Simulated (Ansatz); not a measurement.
PbS (rock salt)

Space group Fm-3m (No. 225); a = b = c = 5.974 Å, α = β = γ = 90.00°

```json
[
 {"atom": "S", "site": "4a", "symmetry": "m-3m", "x": "0.0000", "y": "0.0000", "z": "0.0000"},
 {"atom": "Pb", "site": "4b", "symmetry": "m-3m", "x": "0.5000", "y": "0.5000", "z": "0.5000"}
]
```
(The calculation used a cell of 2 atoms; values per cell refer to that cell.)

Two coordinates are scanned: the volume, and the ratio of the stretch along z (the conventional c axis) to the stretch across it. Atoms keep their fractional coordinates.

These are r2SCAN (plane waves to 500 eV, PAW, scalar-relativistic; Ansatz, a program for electronic structure) values and carry that method's errors. k mesh 10×10×10 (Γ-centred), Fermi-Dirac smearing 0.05 eV. The energy includes the smearing's −TS. PbS was relaxed with its symmetry unable to fall. Spin-orbit coupling is left out, though Pb is heavy. The zero of ΔE is the relaxed starting cell.

Task: Predict the ΔE (meV/atom) at all points of the grid V/V₀ = 0.960, 0.980, 1.000, 1.020, 1.040 by (c/a)/(c/a)₀ = 0.960, 0.980, 1.000, 1.020, 1.040.

Result: ΔE (meV/atom), with V/V₀ across and (c/a)/(c/a)₀ down:

```tsv
(c/a)/(c/a)₀ \ V/V₀	0.960	0.980	1.000	1.020	1.040
0.960	21.9	14.7	11.7	12.7	17.2
0.980	11.5	5.0	2.8	4.5	9.6
1.000	8.3	2.0	0.0	1.9	7.2
1.020	11.3	4.8	2.6	4.2	9.4
1.040	19.7	12.6	9.8	10.9	15.5
```

(Under strain, the slope of the energy per volume gives the stress and its curvature an elastic modulus.)
